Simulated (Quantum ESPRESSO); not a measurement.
## Calculated data, ZnGa3P3S (made-up cell)

Calculation on a made-up crystal cell, not a measurement: periodic Kohn-Sham density functional theory in plane waves with PseudoDojo standard norm-conserving scalar-relativistic pseudopotentials, each functional with its own files (v0.5 for PBE, v0.4.1 for LDA and PBEsol), no spin polarisation, no spin-orbit coupling, atoms not relaxed, stress positive in tension, energies less a fixed whole-eV offset for each atom's element; levels are Kohn-Sham levels at fractions of this cell's reciprocal vectors, counted from the reference band (half the neutral cell's valence electrons, rounded up) at Gamma; error bars cover cutoff and k-mesh only, not smearing or the files; added strain carries the atoms with the cell, and shear is the tensor component; each bar is the largest change over components, and at least 0.002 eV, 0.002 eV per angstrom or 0.02 GPa; energies are for the whole cell, and the offsets were chosen from early runs and are not element reference energies. Program: Quantum ESPRESSO 7.5.

## ZnGa3P3S (made-up cell)

Unstrained structure:
```
ZnGa3P3S
1.0
      5.6515     0.0000     0.0000
      0.0000     5.6515     0.0000
      0.0000     0.0000     5.6515
Zn Ga P S P
1 3 1 1 2
Direct
  0.00101 0.00697 0.00262
  0.00018 0.49098 0.50767
  0.50128 0.00071 0.50475
  0.49852 0.50742 -0.00127
  0.25361 0.24997 0.24144
  0.24514 0.74833 0.74637
  0.75272 0.25384 0.74929
  0.75116 0.75569 0.24838
```

- lattice type: zincblende/diamond
- functional: pbe
- cutoff: 1143 eV
- fermi dirac smearing: 0.025 eV
- scf tolerance: 1e-07 eV
- electrons removed: 0
- added strain kind: shear xy
- added strain: -0.0024
- k mesh: 4 x 4 x 4, shifted by half a step
- structure shown: before the added strain of -0.0024

Atoms:
```csv
atoms element,atom site,atom energy offset (eV)
Zn,1,-5687
Ga,2,-2080
Ga,3,-2080
Ga,4,-2080
P,5,-189
S,6,-302
P,7,-189
P,8,-189
```

Question: Estimate the pressure of ZnGa3P3S (made-up cell).
Answer: -4.807 GPa

Question: What stress xy does the calculation give for ZnGa3P3S (made-up cell)?
Answer: -1.019 GPa

Question: What stress yz does the calculation give for ZnGa3P3S (made-up cell)?
Answer: 0.2465 GPa

Further results for ZnGa3P3S (made-up cell):

- free energy less offsets: -3.173 eV
- smearing term minus ts: 0 eV
- scf iterations: 10
- stress xx: 4.778 GPa
- stress yy: 4.716 GPa
- stress zz: 4.928 GPa
- stress xz: -0.08876 GPa
- reference band: 40
- error bar energy: 0.007598 eV
- error bar stress: 0.02 GPa
- error bar force: 0.002178 eV/Å
- error bar next band up: 0.002 eV
- error bars from: tighter rerun of a related cell

Forces:
```csv
site,x (eV/Å),y (eV/Å),z (eV/Å)
1,-0.4405,0.2313,0.2775
2,-0.3648,-0.1129,-1.228
3,0.4564,0.4607,-0.8486
4,0.6391,-0.4607,0.4808
5,-0.1493,0.05582,0.4777
6,0.1023,0.1536,0.1466
7,-0.304,-0.2145,0.48
8,0.06081,-0.1134,0.2136
```

Levels:
```csv
level k point,next band up (eV)
Gamma,0.4648
"(1/2,1/2,1/2)",0.5589
"(0.15,0,0)",1.105
"(0,0.15,0)",1.105
"(0,0,0.15)",1.094
```
